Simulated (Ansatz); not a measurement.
Ansatz (a program for electronic structure) input:

Ansatz 0.2 input:
```yaml
crystal:
  lattice:
    - [3.1222182123, 0.0, 0.0]
    - [-1.5611091061, 2.703920288, 0.0]
    - [0.0, 0.0, 12.0778565845]
  atoms:
    - { symbol: Mo, position: [0.3333333333, 0.6666666667, 0.25] }
    - { symbol: Mo, position: [0.6666666667, 0.3333333333, 0.75] }
    - { symbol: S, position: [0.3333333333, 0.6666666667, 0.6213219787] }
    - { symbol: S, position: [0.6666666667, 0.3333333333, 0.1213219787] }
    - { symbol: S, position: [0.6666666667, 0.3333333333, 0.3786780213] }
    - { symbol: S, position: [0.3333333333, 0.6666666667, 0.8786780213] }
kpoints:
  mp_grid: { grid: [10, 10, 3] }
hamiltonian:
  xc: lda
  pseudopotentials: { kind: paw }
scf:
  occupations: { method: fixed }
elastic: { mode: relaxed_ion, stencil: two_point, amplitude: 0.005, f_tol: 0.0005 }
```

Output (shortened):

```
Pseudopotentials: kind: paw
Pseudopotential: Mo, paw, valence charge 14
Pseudopotential: S, paw, valence charge 6
Functional definition: SPW92
Crystal: 6 atoms, lattice volume = 101.964 Å³
Basis set: ecut = 420 eV, 1997 PW (Γ)
Bands: 32, of which v1, the nominal top of the filled ones, is band 26 counted from 1 (25 counted from 0)
Symmetry: 24 space group operations
Space group: P63/mmc (ITA 194), of the structure as read, at distance tolerance 4.7e-5 Å
k-points: 28 of 300
PAW frozen core: Mo, regenerated for the run's functional, and the local potential with it
PAW frozen core: S, regenerated for the run's functional, and the local potential with it
Initial wavefunctions: pseudopotential atomic-orbital guess
Eigensolver: davidson
Functional: x = slater, c = lda
all-band conjugate gradients solve this SCF's bands
SCF 1 converged in 11 iterations: F = -13169.779202 eV  dr2 = 2.12e-14
Crystal: 6 atoms, lattice volume = 101.454 Å³
Basis set: ecut = 420 eV, 1989 PW (Γ)
Symmetry: 8 space group operations
k-points: 62 of 300
Initial density: handed on by an earlier stage of this run
Initial wavefunctions: pseudopotential atomic-orbital guess (no wavefunctions were taken with the density)
SCF 2 converged in 10 iterations: F = -13169.776894 eV  dr2 = 5.35e-14
relax step   1: F+E_penalty+E_count = -13169.77689435 eV  Δ(F+E_penalty+E_count) = +0.000e0 eV  max|allowed force component| = 5.447e-2 eV/Å  Δτ_max = 0.0000 Å  (10 SCF iters, accepted)
density extrapolation: transplant  |δρ|_rms = 4.073e-2 e/Å³  SAD shift = 2.944e-3 e/Å³
Crystal: 6 atoms, lattice volume = 101.454 Å³
Initial wavefunctions: those handed on with the density
SCF 3 converged in 9 iterations: F = -13169.777209 eV  dr2 = 4.87e-14
relax step   2: F+E_penalty+E_count = -13169.77720880 eV  Δ(F+E_penalty+E_count) = -3.145e-4 eV  max|allowed force component| = 1.942e-2 eV/Å  Δτ_max = 0.0047 Å  (9 SCF iters, accepted)
density extrapolation: transplant  |δρ|_rms = 4.069e-2 e/Å³  SAD shift = 3.345e-3 e/Å³
Crystal: 6 atoms, lattice volume = 101.454 Å³
SCF 4 converged in 9 iterations: F = -13169.777246 eV  dr2 = 1.24e-14
relax step   3: F+E_penalty+E_count = -13169.77724632 eV  Δ(F+E_penalty+E_count) = -3.752e-5 eV  max|allowed force component| = 1.165e-3 eV/Å  Δτ_max = 0.0025 Å  (9 SCF iters, accepted)
density extrapolation: transplant  |δρ|_rms = 4.070e-2 e/Å³  SAD shift = 1.083e-3 e/Å³
Crystal: 6 atoms, lattice volume = 101.454 Å³
SCF 5 converged in 8 iterations: F = -13169.777247 eV  dr2 = 1.04e-14
relax step   4: F+E_penalty+E_count = -13169.77724727 eV  Δ(F+E_penalty+E_count) = -9.503e-7 eV  max|allowed force component| = 1.851e-4 eV/Å  Δτ_max = 0.0008 Å  (8 SCF iters, accepted)
Crystal: 6 atoms, lattice volume = 101.454 Å³
SCF 6 converged in 2 iterations: F = -13169.777247 eV  dr2 = 3.37e-15
Crystal: 6 atoms, lattice volume = 102.474 Å³
Basis set: ecut = 420 eV, 2001 PW (Γ)
SCF 7 converged in 10 iterations: F = -13169.776951 eV  dr2 = 8.97e-14
relax step   1: F+E_penalty+E_count = -13169.77695107 eV  Δ(F+E_penalty+E_count) = +0.000e0 eV  max|allowed force component| = 5.292e-2 eV/Å  Δτ_max = 0.0000 Å  (10 SCF iters, accepted)
density extrapolation: transplant  |δρ|_rms = 4.047e-2 e/Å³  SAD shift = 1.706e-3 e/Å³
Crystal: 6 atoms, lattice volume = 102.474 Å³
SCF 8 converged in 9 iterations: F = -13169.777291 eV  dr2 = 2.23e-14
relax step   2: F+E_penalty+E_count = -13169.77729076 eV  Δ(F+E_penalty+E_count) = -3.397e-4 eV  max|allowed force component| = 2.666e-3 eV/Å  Δτ_max = 0.0033 Å  (9 SCF iters, accepted)
density extrapolation: transplant  |δρ|_rms = 4.050e-2 e/Å³  SAD shift = 3.358e-4 e/Å³
Crystal: 6 atoms, lattice volume = 102.474 Å³
SCF 9 converged in 7 iterations: F = -13169.777291 eV  dr2 = 1.02e-14
relax step   3: F+E_penalty+E_count = -13169.77729111 eV  Δ(F+E_penalty+E_count) = -3.535e-7 eV  max|allowed force component| = 6.367e-5 eV/Å  Δτ_max = 0.0002 Å  (7 SCF iters, accepted)
Crystal: 6 atoms, lattice volume = 102.474 Å³
SCF 10 converged in 2 iterations: F = -13169.777291 eV  dr2 = 4.96e-15
Crystal: 6 atoms, lattice volume = 101.454 Å³
SCF 11 converged in 11 iterations: F = -13169.776628 eV  dr2 = 7.33e-15
relax step   1: F+E_penalty+E_count = -13169.77662837 eV  Δ(F+E_penalty+E_count) = +0.000e0 eV  max|allowed force component| = 1.488e-1 eV/Å  Δτ_max = 0.0000 Å  (11 SCF iters, accepted)
density extrapolation: transplant  |δρ|_rms = 4.077e-2 e/Å³  SAD shift = 5.010e-3 e/Å³
Crystal: 6 atoms, lattice volume = 101.454 Å³
SCF 12 converged in 10 iterations: F = -13169.778500 eV  dr2 = 2.40e-15
relax step   2: F+E_penalty+E_count = -13169.77849951 eV  Δ(F+E_penalty+E_count) = -1.871e-3 eV  max|allowed force component| = 5.391e-2 eV/Å  Δτ_max = 0.0100 Å  (10 SCF iters, accepted)
density extrapolation: transplant  |δρ|_rms = 4.066e-2 e/Å³  SAD shift = 1.332e-3 e/Å³
Crystal: 6 atoms, lattice volume = 101.454 Å³
SCF 13 converged in 9 iterations: F = -13169.778788 eV  dr2 = 8.66e-15
relax step   3: F+E_penalty+E_count = -13169.77878775 eV  Δ(F+E_penalty+E_count) = -2.882e-4 eV  max|allowed force component| = 4.922e-4 eV/Å  Δτ_max = 0.0026 Å  (9 SCF iters, accepted)
Crystal: 6 atoms, lattice volume = 101.454 Å³
SCF 14 converged in 2 iterations: F = -13169.778788 eV  dr2 = 4.11e-15
Crystal: 6 atoms, lattice volume = 102.474 Å³
Basis set: ecut = 420 eV, 2009 PW (Γ)
SCF 15 converged in 11 iterations: F = -13169.776642 eV  dr2 = 3.92e-14
relax step   1: F+E_penalty+E_count = -13169.77664170 eV  Δ(F+E_penalty+E_count) = +0.000e0 eV  max|allowed force component| = 1.456e-1 eV/Å  Δτ_max = 0.0000 Å  (11 SCF iters, accepted)
density extrapolation: transplant  |δρ|_rms = 4.043e-2 e/Å³  SAD shift = 3.610e-3 e/Å³
Crystal: 6 atoms, lattice volume = 102.474 Å³
SCF 16 converged in 9 iterations: F = -13169.778777 eV  dr2 = 8.75e-14
relax step   2: F+E_penalty+E_count = -13169.77877746 eV  Δ(F+E_penalty+E_count) = -2.136e-3 eV  max|allowed force component| = 2.050e-3 eV/Å  Δτ_max = 0.0072 Å  (9 SCF iters, accepted)
density extrapolation: transplant  |δρ|_rms = 4.051e-2 e/Å³  SAD shift = 5.157e-5 e/Å³
Crystal: 6 atoms, lattice volume = 102.474 Å³
SCF 17 converged in 7 iterations: F = -13169.778778 eV  dr2 = 9.82e-15
relax step   3: F+E_penalty+E_count = -13169.77877788 eV  Δ(F+E_penalty+E_count) = -4.185e-7 eV  max|allowed force component| = 1.917e-5 eV/Å  Δτ_max = 0.0001 Å  (7 SCF iters, accepted)
Crystal: 6 atoms, lattice volume = 102.474 Å³
SCF 18 converged in 2 iterations: F = -13169.778778 eV  dr2 = 4.86e-15
Crystal: 6 atoms, lattice volume = 101.963 Å³
Symmetry: 4 space group operations
k-points: 86 of 300
SCF 19 converged in 11 iterations: F = -13169.777959 eV  dr2 = 3.87e-14
relax step   1: F+E_penalty+E_count = -13169.77795873 eV  Δ(F+E_penalty+E_count) = +0.000e0 eV  max|allowed force component| = 7.388e-2 eV/Å  Δτ_max = 0.0000 Å  (11 SCF iters, accepted)
density extrapolation: transplant  |δρ|_rms = 4.060e-2 e/Å³  SAD shift = 3.382e-3 e/Å³
Crystal: 6 atoms, lattice volume = 101.963 Å³
SCF 20 converged in 10 iterations: F = -13169.779037 eV  dr2 = 9.04e-15
relax step   2: F+E_penalty+E_count = -13169.77903728 eV  Δ(F+E_penalty+E_count) = -1.079e-3 eV  max|allowed force component| = 4.513e-3 eV/Å  Δτ_max = 0.0073 Å  (10 SCF iters, accepted)
density extrapolation: transplant  |δρ|_rms = 4.060e-2 e/Å³  SAD shift = 2.381e-4 e/Å³
Crystal: 6 atoms, lattice volume = 101.963 Å³
SCF 21 converged in 9 iterations: F = -13169.779041 eV  dr2 = 1.11e-15
relax step   3: F+E_penalty+E_count = -13169.77904084 eV  Δ(F+E_penalty+E_count) = -3.567e-6 eV  max|allowed force component| = 1.339e-4 eV/Å  Δτ_max = 0.0005 Å  (9 SCF iters, accepted)
Crystal: 6 atoms, lattice volume = 101.963 Å³
SCF 22 converged in 2 iterations: F = -13169.779041 eV  dr2 = 4.69e-16
Crystal: 6 atoms, lattice volume = 101.963 Å³
SCF 23 converged in 12 iterations: F = -13169.777959 eV  dr2 = 1.08e-15
relax step   1: F+E_penalty+E_count = -13169.77795873 eV  Δ(F+E_penalty+E_count) = +0.000e0 eV  max|allowed force component| = 7.388e-2 eV/Å  Δτ_max = 0.0000 Å  (12 SCF iters, accepted)
density extrapolation: transplant  |δρ|_rms = 4.060e-2 e/Å³  SAD shift = 9.348e-3 e/Å³
Crystal: 6 atoms, lattice volume = 101.963 Å³
SCF 24 converged in 11 iterations: F = -13169.778976 eV  dr2 = 6.97e-15
relax step   2: F+E_penalty+E_count = -13169.77897646 eV  Δ(F+E_penalty+E_count) = -1.018e-3 eV  max|allowed force component| = 4.180e-3 eV/Å  Δτ_max = 0.0102 Å  (11 SCF iters, accepted)
density extrapolation: transplant  |δρ|_rms = 4.060e-2 e/Å³  SAD shift = 7.387e-3 e/Å³
Crystal: 6 atoms, lattice volume = 101.963 Å³
SCF 25 converged in 10 iterations: F = -13169.779040 eV  dr2 = 1.68e-14
relax step   3: F+E_penalty+E_count = -13169.77903958 eV  Δ(F+E_penalty+E_count) = -6.312e-5 eV  max|allowed force component| = 5.361e-4 eV/Å  Δτ_max = 0.0051 Å  (10 SCF iters, accepted)
density extrapolation: transplant  |δρ|_rms = 4.060e-2 e/Å³  SAD shift = 1.171e-3 e/Å³
Crystal: 6 atoms, lattice volume = 101.963 Å³
SCF 26 converged in 9 iterations: F = -13169.779041 eV  dr2 = 8.14e-15
relax step   4: F+E_penalty+E_count = -13169.77904085 eV  Δ(F+E_penalty+E_count) = -1.265e-6 eV  max|allowed force component| = 1.299e-4 eV/Å  Δτ_max = 0.0008 Å  (9 SCF iters, accepted)
Crystal: 6 atoms, lattice volume = 101.963 Å³
SCF 27 converged in 2 iterations: F = -13169.779041 eV  dr2 = 3.37e-15
SCF converged after 11 iterations
Free energy (F): -13169.779202 eV
Harris-Foulkes:  -13169.779202 eV  (|F-HF|=1.82e-12)
Internal energy: -13169.779202 eV  (E = F + TS)
E sigma→0 (E₀):  -13169.779202 eV
Fermi energy:    11.544738 eV
--- Per-component energies (eV) ---
  E_band       = -283.948522
  E_kinetic    = 1319.584758
  E_local      = -3800.203134  (includes V_loc(G=0)·N_el)
  E_nonlocal   = 412.827249
  E_hartree    = 1456.926015
  E_xc         = -753.985946
  E_vxc        = -813.604184  (∫ρ·V_xc dr)
  E_paw        = -8453.777023  (= ΣΔE_a)
  E_vpaw       = -316.405286  (= ΣTr[D̂ρ^β])
  E_aug_tail   = 0.000047  (compensation charges beyond the density's cutoff)
  E_ewald      = -3352.709590
  E_core_change = 1.558423  (= ΣΔE_core)
  E_smearing   =  0.000000  (= −TS)
  E_closure    =  0.000000  (closes the sum)
  Σ components = -13169.779202   (vs F -13169.779202, Δ=0.00e0)
--- Forces (eV/Å), atoms counted from 1 ---
  atom   1  Mo     0.00000000     0.00000000     0.00000000
  atom   2  Mo     0.00000000     0.00000000     0.00000000
  atom   3  S      0.00000000     0.00000000    -0.00024460
  atom   4  S      0.00000000     0.00000000    -0.00024460
  atom   5  S      0.00000000     0.00000000     0.00024460
  atom   6  S      0.00000000     0.00000000     0.00024460
  max |Σ_I F_I| component: 3.12e-17 eV/Å
--- Stress (GPa, compression-positive) ---
       -0.000052       0.000000       0.000000
        0.000000      -0.000052       0.000000
        0.000000       0.000000      -0.002919
  P = ⅓ Tr σ = -0.0010 GPa (-0.010 kbar)
  The stress holds the Pulay correction. Without it, at fixed plane waves, as pw.x and ABINIT print it: P = -0.0149 GPa
  The stress includes an estimate of the error left by incomplete SCF convergence (largest component 0.0000 GPa).
--- Band table (eV; the first three rows and the last of 28) ---
  k-point 0: bands = ["-49.8530", "-49.8530", "-24.1092", "-24.1090", "-23.8194", "-23.8194", "-23.8194", "-23.8194", "-3.6989", "-3.3602", "-2.4291", "-1.8645", "4.2889", "5.5027", "7.7181", "8.1191", "8.1191", "8.1338", "8.1338", "9.2762", "9.2762", …
  k-point 1: bands = ["-49.8530", "-49.8530", "-24.1092", "-24.1091", "-23.8194", "-23.8194", "-23.8194", "-23.8194", "-3.6339", "-3.4716", "-2.2646", "-1.9896", "4.5273", "5.1035", "8.1227", "8.1227", "8.1300", "8.1300", "8.2613", "9.2765", "9.2902", …
  k-point 2: bands = ["-49.8483", "-49.8483", "-24.1001", "-24.1000", "-23.8649", "-23.8649", "-23.8296", "-23.8296", "-3.5363", "-3.1999", "-2.3514", "-1.8109", "4.4702", "5.6772", "7.4369", "7.7747", "7.8046", "8.2828", "8.3071", "8.7284", "9.0251", …
  k-point 27: bands = ["-49.7984", "-49.7984", "-24.1866", "-24.1866", "-24.0846", "-24.0846", "-24.0035", "-24.0035", "-1.2094", "-1.2000", "-1.1412", "-1.1335", "5.1061", "5.1995", "5.6314", "5.7246", "6.7294", "6.7759", "7.0027", "7.0699", "7.7670", …
  band table: 32 of 32 bands, residual norms ≤ 1.0e-3 eV
--- Elastic constants: 3 strain directions × 2 members + reference (group order 24) ---
  dense FFT box of the reference and of every strained cell: 24×24×90
  strains applied: 11, 33, 23; error gains …
  C = ∂σ_k/∂η_j (tension-positive GPa; Voigt order 11 22 33 23 13 12):
       242.905     59.139     11.311      0.000      0.000      0.000
        59.139    242.905     11.311      0.000      0.000      0.000
        11.298     11.298     52.631      0.000      0.000      0.000
         0.000      0.000      0.000     20.326      0.000      0.000
         0.000      0.000      0.000      0.000     20.326      0.000
         0.000      0.000      0.000      0.000      0.000     91.883
  reference stress σ⁰ (GPa):      0.000      0.000      0.003      0.000      0.000      0.000
  moduli (Voigt/Reuss/Hill, GPa): K = 77.99/43.20/60.60   G = 56.95/33.32/45.13   E = 108.47   ν = 0.202
  mechanically stable: yes (min eigenvalue of sym C = 20.33 GPa)
  strain η (Voigt 11):  stress-route row diagonal C_11 = 242.91 GPa, energy-path curvature d²(F+E_count+ΔE)/dδ²/Ω₀ = 242.87 GPa
         δ    σ_11 (GPa)             F (eV)   n_scf  n_hpsi   n_pw
    -5.000e-3      -1.2377      -13169.7772473       2   15822   2004   relax 4 steps, max|allowed force component| 1.85e-4 eV/Å
     5.000e-3       1.1914      -13169.7772911       2   15822   2022   relax 3 steps, max|allowed force component| 6.37e-5 eV/Å
  strain η (Voigt 33):  stress-route row diagonal C_33 = 52.63 GPa, energy-path curvature d²(F+E_count+ΔE)/dδ²/Ω₀ = 52.59 GPa
         δ    σ_33 (GPa)             F (eV)   n_scf  n_hpsi   n_pw
    -5.000e-3      -0.2730      -13169.7787878       2    7169   2002   relax 3 steps, max|allowed force component| 4.92e-4 eV/Å
     5.000e-3       0.2533      -13169.7787779       2    7151   2018   relax 3 steps, max|allowed force component| 1.92e-5 eV/Å
  strain η (Voigt 23):  stress-route row diagonal C_44 = 20.33 GPa, energy-path curvature d²(F+E_count+ΔE)/dδ²/Ω₀ = 20.34 GPa
         δ    σ_23 (GPa)             F (eV)   n_scf  n_hpsi   n_pw
    -5.000e-3      -0.1016      -13169.7790408       2   21923   2013   relax 3 steps, max|allowed force component| 1.34e-4 eV/Å
     5.000e-3       0.1016      -13169.7790408       2   21956   2013   relax 4 steps, max|allowed force component| 1.30e-4 eV/Å
```

Cost: roughly 3.0 core-minutes on shared cores.

Space group P6_3/mmc. Symmetry was held in the LDA relaxation; phonons on a q-mesh show no instability. The run is not spin-polarised. A crystal of weakly bound layers computed without a dispersion correction: the cell and the soft elastic constants depend strongly on that. Scalar-relativistic: spin–orbit coupling is off unless named, which matters more the heavier the elements.

Potentials: the later of the program's two PAW sets.

Ansatz is a plane-wave DFT program.
